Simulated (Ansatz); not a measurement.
CuPd (CsCl type, Pm-3m) at seven volumes, plane-wave PAW PBEsol (Ansatz code), scaled uniformly. One row is withheld.

| V (Å³/atom) | P (GPa) |
|---|---|
| 11.820 | 22.27 |
| 12.209 | ? |
| 12.599 | 6.08 |
| 12.989 | 0.00 |
| 13.378 | -5.04 |
| 13.768 | -9.23 |
| 14.158 | -12.69 |

Fit the shown pressures and predict the withheld one.

P = (3/2)B₀(x^(7/2) − x^(5/2))[1 + (3/4)(B′ − 4)(x − 1)] with x = (V₀/V)^(2/3). Least squares on the six rows gives V₀ = 12.989 Å³/atom, B₀ = 184 GPa, B′ = 5.24. At V = 12.209, x = 1.0422 and P = 13.40 GPa. The run itself gave 13.42 GPa.

The first step of the workflow began from a Materials Project structure, measured or hypothetical; the Crystallography Open Database files this formula in space group No. 221, but the cells were not matched. Its standing as an ambient phase is unchecked. Symmetry was held in the PBEsol relaxation; of distortions, only those at the zone centre were tested. The run is not spin-polarised.

Potentials: the later of the program's two PAW sets.
